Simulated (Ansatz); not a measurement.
Si:
```cif
data_Si32
_chemical_formula_sum 'Si32'
_space_group_name_H-M_alt 'Fd-3m :1'
_space_group_IT_number 227
_space_group_name_Hall 'F 4d 2 3 -1d'
_cell_length_a 11.81626
_cell_length_b 11.81626
_cell_length_c 11.81626
_cell_angle_alpha 90.000
_cell_angle_beta 90.000
_cell_angle_gamma 90.000
loop_
_atom_site_label
_atom_site_type_symbol
_atom_site_symmetry_multiplicity
_atom_site_Wyckoff_symbol
_atom_site_fract_x
_atom_site_fract_y
_atom_site_fract_z
_atom_site_occupancy
Si1 Si 32 e 0.07033 0.07033 0.07033 1
```
(The calculation used a cell of 8 atoms; values per cell refer to that cell.)

Relaxed with PBEsol (plane waves, PAW; program Ansatz). Indices refer to the conventional cell of Fd-3m, a = 11.816 Å, b = 11.816 Å, c = 11.816 Å, α = 90.00°, β = 90.00°, γ = 90.00°.

Question: Simulate the powder diffraction pattern (Cu Kα, λ = 1.54184 Å; lines above 1 %) up to 2θ = 90°.

Answer: Simulated powder pattern, Cu Kα, λ = 1.54184 Å (kinematic, ideal powder, no thermal factors, no anomalous dispersion; the 30 strongest lines at most, above 1 %, up to 2θ = 90°):

```tsv
2θ (°)	d (Å)	I/Imax (%)	hkl
12.98	6.822	100	(111)
21.27	4.178	21	(220)
26.12	3.411	11	(222)
33.04	2.711	8.0	(331)
39.63	2.274	8.7	(333)+(511)
45.41	1.997	6.5	(531)
46.09	1.969	16	(442)
48.74	1.868	7.6	(620)
50.66	1.802	5.6	(533)
51.29	1.781	1.6	(622)
55.54	1.655	8.5	(711)+(551)
60.15	1.538	2.4	(553)+(731)
62.92	1.477	2.4	(800)
65.10	1.433	2.1	(644)
67.23	1.393	4.1	(660)+(822)
68.81	1.364	2.5	(751)+(555)
72.94	1.297	1.9	(911)+(753)
73.45	1.289	1.2	(842)
80.96	1.188	4.2	(771)+(933)
83.42	1.159	2.9	(862)+(10 2 0)
85.38	1.137	1.6	(10 2 2)+(666)
88.80	1.102	2.1	(953)
```

The start of the workflow was typed in or built on a structure type. Its sites differ from those of the usual phase in this space group: another stacking or structure type. The cell was relaxed with PBEsol under the symmetry of its start. At this level the phase is mechanically unstable. The volume moved by 42 % from the start of the relaxation.

Potentials: the later of the program's two PAW sets.
